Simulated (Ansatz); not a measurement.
Here is the system:

IrPdN2:
```yaml
crystal:
  lattice:
    - [1.50463, 0.86870, 6.02945]
    - [-1.50463, 0.86870, 6.02945]
    - [0.00000, -1.73740, 6.02945]
  atoms:
    - { symbol: Ir, position: [0.50000, 0.50000, 0.50000] }
    - { symbol: Pd, position: [0.00000, 0.00000, 0.00000] }
    - { symbol: N, position: [0.89133, 0.89133, 0.89133] }
    - { symbol: N, position: [0.10867, 0.10867, 0.10867] }
```

This is the PBEsol-relaxed structure.

Task: All from the program Ansatz at the PBEsol level (PAW), unless another level is named. Give the electronic character.

Result: metallic (no gap).

Task: What about the formation energy from the elements (no fitted shifts)?

Result: 578 meV/atom.

Task: And the density of states at the Fermi level?

Result: 0.89 states/eV per atom (mean over ±0.08 eV).

Space group R-3m. The start of the workflow was typed in or built on a structure type; neither database checked (COD, Materials Project) lists it. Its standing as an ambient phase is unchecked. Symmetry was held in the PBEsol relaxation; whether a distortion lowers the energy is not shown. The workflow began spin-polarised and lost its moments. Its formation energy is positive at this level, so the cell may be metastable or incomplete. The references are the lowest solids computed at this level, not always the standard phases (solids in place of the gases). Scalar-relativistic: spin–orbit coupling is off unless named, which matters more the heavier the elements.

Potentials: the earlier of the program's two PAW sets. The files were generated under PBE; for other functionals the program regenerates the frozen cores, and for LDA and PBEsol the local potential too.
